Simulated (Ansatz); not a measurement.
NbIr:
```
NbIr
1.0
    0.00000     2.60677     2.60677
    2.60677     0.00000     2.60677
    2.60677     2.60677     0.00000
Ir Nb
1 1
Direct
  0.00000   0.00000   0.00000
  0.50000   0.50000   0.50000
```

Relaxed with PBEsol. Special points in fractions of this cell's reciprocal vectors: Γ (0.000, 0.000, 0.000); X (0.500, 0.000, 0.500); U (0.625, 0.250, 0.625); K (0.375, 0.375, 0.750); L (0.500, 0.500, 0.500); W (0.500, 0.250, 0.750).

Problem. List the band energies nearest the Fermi level at these points for DFT-PBEsol with spin–orbit coupling in the program Ansatz with PAW potentials.

Solution. In eV from the Fermi level; about four levels below and three above (degenerate sets whole), none deeper than 8.9 eV; points with the same levels are listed once.

| k | below | above |
|---|---|---|
| Γ | -4.73 -4.73 -4.73 -4.73 -4.49 -4.49 | 2.83 2.83 2.83 2.83 |
| X | -1.34 -1.34 -0.69 -0.69 | 1.60 1.60 1.69 1.69 |
| U | -3.18 -3.18 -1.94 -1.94 | 0.26 0.26 1.06 1.06 |
| L | -1.10 -1.10 -0.51 -0.51 | 0.97 0.97 1.09 1.09 |
| W | -1.54 -1.54 -0.58 -0.58 | 1.25 1.25 1.33 1.33 |

Space group Fm-3m (rock salt). The start of the workflow was typed in or built on a structure type; neither database checked (COD, Materials Project) lists it. COD files the formula under space group No. 123. Its standing as an ambient phase is unchecked. The cell was relaxed with PBEsol under the symmetry of its start. At this level the phase is mechanically unstable. No spin polarisation was allowed.

Potentials: the later of the program's two PAW sets.
